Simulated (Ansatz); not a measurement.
AgW:
```xyz
4
Lattice="1.3517 -5.5199 0.0000 1.3517 5.5199 0.0000 0.0000 0.0000 4.4786" Properties=species:S:1:pos:R:3 pbc="T T T"
Ag     1.3517    -2.0516     1.1197
W      1.3517    -4.8760     1.1197
Ag     1.3517     2.0516     3.3590
W      1.3517     4.8760     3.3590
```

Relaxed with r²SCAN.

Problem. Map the electron localisation function on the plane through (0.686, 0.314, 0.250) spanned by u = [1, 1, 0] and v = [1, -1, 0] in lattice vectors, from r²SCAN (plane waves, PAW; program Ansatz).

Solution. x is the fraction of u, y of v (the angle between them is 90°; rows are the nearest grid lines); atoms in the plane: Ag at (0.00, 0.00), Ag at (0.50, 0.50), W at (0.00, 0.26), W at (0.50, 0.76).
```
y \ x   0.000  0.0625  0.188  0.250  0.375  0.438  0.562  0.625  0.750  0.812  0.938   1.00
------  -----  ------  -----  -----  -----  -----  -----  -----  -----  -----  -----  -----
1.00    0.879   0.814  0.528  0.453  0.246  0.167  0.167  0.246  0.453  0.528  0.814  0.879
0.925   0.337   0.330  0.269  0.224  0.202  0.223  0.223  0.202  0.224  0.269  0.330  0.337
0.850   0.335   0.314  0.187  0.139  0.141  0.167  0.167  0.141  0.139  0.187  0.314  0.335
0.775   0.424   0.379  0.544  0.710  0.616  0.361  0.361  0.616  0.710  0.544  0.379  0.424
0.700   0.500   0.428  0.245  0.325  0.606  0.674  0.674  0.606  0.325  0.245  0.428  0.500
0.625   0.348   0.337  0.285  0.272  0.276  0.280  0.280  0.276  0.272  0.285  0.337  0.348
0.550   0.158   0.156  0.246  0.341  0.463  0.486  0.486  0.463  0.341  0.246  0.156  0.158
0.450   0.181   0.176  0.255  0.345  0.465  0.493  0.493  0.465  0.345  0.255  0.176  0.181
0.375   0.182   0.186  0.221  0.247  0.256  0.245  0.245  0.256  0.247  0.221  0.186  0.182
0.300   0.701   0.704  0.635  0.478  0.249  0.316  0.316  0.249  0.478  0.635  0.704  0.701
0.225   0.485   0.542  0.684  0.615  0.370  0.433  0.433  0.370  0.615  0.684  0.542  0.485
0.150   0.178   0.174  0.172  0.200  0.335  0.399  0.399  0.335  0.200  0.172  0.174  0.178
0.0750  0.373   0.363  0.279  0.217  0.163  0.172  0.172  0.163  0.217  0.279  0.363  0.373
0.000   0.879   0.814  0.528  0.453  0.246  0.167  0.167  0.246  0.453  0.528  0.814  0.879
```

The density is the valence pseudo-density with augmentation charge, so density and ELF within about 1 Å of a nucleus are not all-electron values.

Space group Cmcm. The start of the workflow was typed in or built on a structure type; neither database checked (COD, Materials Project) lists it. Whether it is the stable phase at ambient conditions was not checked. Symmetry was held in the r²SCAN relaxation; its stability against distortions is not shown here. The run is not spin-polarised. Its formation energy is positive at this level, so the cell may be metastable or incomplete. Scalar-relativistic: spin–orbit coupling is off unless named, which matters more the heavier the elements.

Potentials: the earlier of the program's two PAW sets.
